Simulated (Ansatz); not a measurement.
## Y (P6_3/mmc), an elastic constant from a strain scan

Theory: Ansatz, DFT PBEsol, scalar-relativistic, plane waves, PAW. The runs took a 420 eV cutoff, a Γ-centred 18×18×12 mesh and Gaussian smearing (0.15 eV). No spin polarisation. Energies are free energies at this smearing, counted from the undisturbed cell; pressure is positive in compression.

The starting cell (relaxed at this level):

```
CELL_PARAMETERS angstrom
3.59752 0.00000 0.00000
-1.79876 3.11554 0.00000
0.00000 0.00000 5.58576
ATOMIC_POSITIONS crystal
Y 0.33333 0.66667 0.25000
Y 0.66667 0.33333 0.75000
```

The cell is strained by ε times the Voigt pattern (0, 0, 0, 0, 1, 0) (xx, yy, zz, yz, xz, xy; engineering shear) with fractional coordinates fixed. The cell holds 2 atoms in V0 = 62.61 Å³. The stress column is τ = (1/V0) dE/dε, got from the stress tensor σ (compression positive) at each point as −det(1 + εP) σ : P(1 + εP)⁻¹, with P the pattern as a tensor.

| ε | ΔE (meV/atom) | τ (GPa) |
| --- | --- | --- |
| -0.0175 | 0.779 | -0.455 |
| -0.0150 | 0.572 | -0.390 |
| -0.0125 | 0.397 | -0.325 |
| -0.0100 | 0.254 | -0.260 |
| -0.0075 | 0.143 | -0.195 |
| -0.0050 | 0.064 | -0.130 |
| -0.0025 | 0.016 | -0.065 |
| 0.0000 | 0.000 | 0.000 |
| 0.0025 | 0.016 | 0.065 |
| 0.0050 | 0.064 | 0.130 |
| 0.0075 | 0.143 | 0.195 |
| 0.0100 | 0.254 | 0.260 |
| 0.0125 | 0.397 | 0.325 |
| 0.0150 | 0.572 | 0.390 |
| 0.0175 | 0.779 | 0.455 |
| 0.0200 | ? | ? |

Q: Which combination of elastic constants does this scan measure, and how large is it?

A: For small ε, τ = τ0 + Kε with K = pᵀCp, which for this pattern is C55 in the Cartesian frame shown. The parabola through τ at ε = -0.0025, 0 and 0.0025 has slope K = 26.0 GPa at zero. The energies per cell, E = NΔE, of the wider pair ε = ±0.0175 give K = 2[E(ε₊)/ε₊ − E(ε₋)/ε₋]/[(ε₊ − ε₋)V0] = 26.0 GPa, in agreement. These are clamped-ion values.

Q: Predict the withheld row at ε = 0.0200 from the harmonic law, and compare.

A: ΔE = V0(τ0 ε + Kε²/2)/N = 1.017 meV/atom and τ = 0.52 GPa. The calculation gives 1.017 meV/atom and 0.52 GPa, a miss of 0.01 meV/atom at most, so the harmonic law still holds here.

In a metal these slopes depend on the k mesh and the smearing.

Cost: 9 runs of about 4.7 core-minutes in all, on Arm Neoverse V2 (shared hosts).